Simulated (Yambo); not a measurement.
Absorption of SiO₂ (space group P6_322, No. 182) with and without the electron-hole interaction (Yambo, PBEsol bands; 6×6×2 mesh, 16 valence and 7 conduction bands, static screening with 101 bands and a 3 Ry block, scissor 2.84 eV, Tamm-Dancoff; field along x). Axes are Cartesian, with cell vectors (Å) (5.07, 0.00, 0.00), (-2.53, 4.39, 0.00), (0.00, 0.00, 8.56).

| E (eV) | Im ε, BSE | Im ε, independent quasiparticles |
|---|---|---|
| 6.32 | 0.03 | 0.01 |
| 6.42 | 0.03 | 0.01 |
| 6.52 | 0.03 | 0.01 |
| 6.62 | 0.03 | 0.01 |
| 6.72 | 0.04 | 0.01 |
| 6.82 | 0.04 | 0.01 |
| 6.93 | 0.04 | 0.01 |
| 7.03 | 0.05 | 0.01 |
| 7.13 | 0.05 | 0.01 |
| 7.23 | 0.06 | 0.01 |
| 7.33 | 0.07 | 0.01 |
| 7.43 | 0.07 | 0.01 |
| 7.53 | 0.08 | 0.01 |
| 7.63 | 0.09 | 0.01 |
| 7.73 | 0.10 | 0.01 |
| 7.83 | 0.12 | 0.01 |
| 7.93 | 0.14 | 0.02 |
| 8.03 | 0.17 | 0.02 |
| 8.13 | 0.21 | 0.02 |
| 8.23 | 0.26 | 0.02 |
| 8.33 | 0.36 | 0.02 |
| 8.43 | 0.50 | 0.02 |
| 8.53 | 0.69 | 0.02 |
| 8.63 | 1.01 | 0.02 |
| 8.73 | 1.59 | 0.02 |
| 8.83 | 2.63 | 0.03 |
| 8.93 | 3.77 | 0.03 |
| 9.03 | 4.29 | 0.03 |
| 9.13 | 3.48 | 0.03 |
| 9.23 | 2.23 | 0.04 |
| 9.33 | 1.50 | 0.04 |
| 9.43 | 1.16 | 0.05 |
| 9.53 | 1.08 | 0.06 |
| 9.64 | 1.24 | 0.06 |
| 9.74 | 1.73 | 0.08 |
| 9.84 | 2.09 | 0.10 |
| 9.94 | 2.11 | 0.11 |
| 10.04 | 1.90 | 0.12 |
| 10.14 | 1.70 | 0.15 |
| 10.24 | 1.47 | 0.19 |
| 10.34 | 1.42 | 0.24 |
| 10.44 | 1.38 | 0.28 |
| 10.54 | 1.42 | 0.31 |
| 10.64 | 1.17 | 0.36 |
| 10.74 | 1.02 | 0.39 |
| 10.84 | 0.87 | 0.46 |
| 10.94 | 0.83 | 0.55 |
| 11.04 | 0.70 | 0.63 |
| 11.14 | 0.65 | 0.70 |
| 11.24 | 0.62 | 0.76 |
| 11.34 | 0.61 | 0.91 |
| 11.44 | 0.68 | 1.18 |
| 11.54 | 0.65 | 1.33 |
| 11.64 | 0.70 | 1.34 |
| 11.74 | 0.70 | 1.30 |
| 11.84 | 0.76 | 1.49 |
| 11.94 | 0.81 | 1.74 |
| 12.04 | 0.82 | 1.76 |
| 12.14 | 0.87 | 1.84 |
| 12.24 | 0.87 | 1.83 |
| 12.35 | 1.01 | 1.87 |
| 12.45 | 1.00 | 2.05 |
| 12.55 | 1.01 | 2.36 |
| 12.65 | 0.87 | 2.53 |

The scissor comes from a G0W0 run whose convergence isn't established. Broadening 0.15 eV. The band window holds all transitions up to 12.7 eV. Fine structure above the onset can come from the mesh.

Geometry of the Materials Project entry, not relaxed at this level; primitive cell a = 5.069 Å, b = 5.069 Å, c = 8.558 Å, α = 90.00°, β = 90.00°, γ = 120.00°.

This is not the ordinary phase of the substance; no match was found in the copy of COD used, and its stability was not checked.
